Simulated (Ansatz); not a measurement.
Level of theory: Ansatz 0.2.0, DFT PBE, scalar-relativistic, plane waves, PAW. Plane waves to 420 eV, an 8×8×8 mesh through Γ for the 6-atom cell and 0.10 eV Gaussian smearing; collinear spin.

Formation energies are uncorrected and refer to the elements' standard structures at the same level (O₂ as a molecule). The references include black phosphorus.

Question: Suggest a trial structure for a tetragonal metal with formula Zr₂VP₂O, with a formation energy near −0.92 eV/atom, about 17 Å³ per atom and a net moment near 0.6 μB per atom, in a cell of 6 atoms.

Answer: Zr₂VP₂O, space group P4/mmm (No. 123). Zr is surrounded by 2 O at 2.20 Å, 4 P at 2.68 Å, 4 Zr at 3.11 Å and 4 V at 3.42 Å; V is surrounded by 2 O at 2.63 Å, 8 P at 3.29 Å and 8 Zr at 3.42 Å; around P lie 1 P at 2.17 Å and 4 Zr at 2.68 Å; O has 4 Zr at 2.20 Å and 2 V at 2.63 Å.

```
Zr V P O
1.0
     4.39410    0.00000    0.00000
     0.00000    4.39410    0.00000
     0.00000    0.00000    5.25349
Zr V P O
2 1 2 1
Direct
  0.00000 0.50000 0.00000
  0.50000 0.00000 0.00000
  0.00000 0.00000 0.50000
  0.50000 0.50000 0.70656
  0.50000 0.50000 0.29344
  0.00000 0.00000 0.00000
```

| Quantity | Value |
| --- | --- |
| Volume per atom | 16.91 Å³ |
| Density | 5.10 g/cm³ |
| Formation energy | −0.92 eV/atom |
| Gap on the 8×8×8 mesh of the 6-atom cell | 0 eV (a metal) |
| Net moment per atom | 0.61 μB |
| Moment by site | V 2.7 μB |

The cell was found from a structure generator's guess, not taken from experiment. The answer needn't be unique; the calculation gave this one.

No Hubbard U is applied to the 3d shell of V. The reference form of P is held partly by dispersion forces, which this level lacks. The magnetic state reached may not be the lowest. Symmetry constrained the relaxation, so the result can be a saddle point. Site moments count only spheres around the atoms; the net moment includes the space between them.
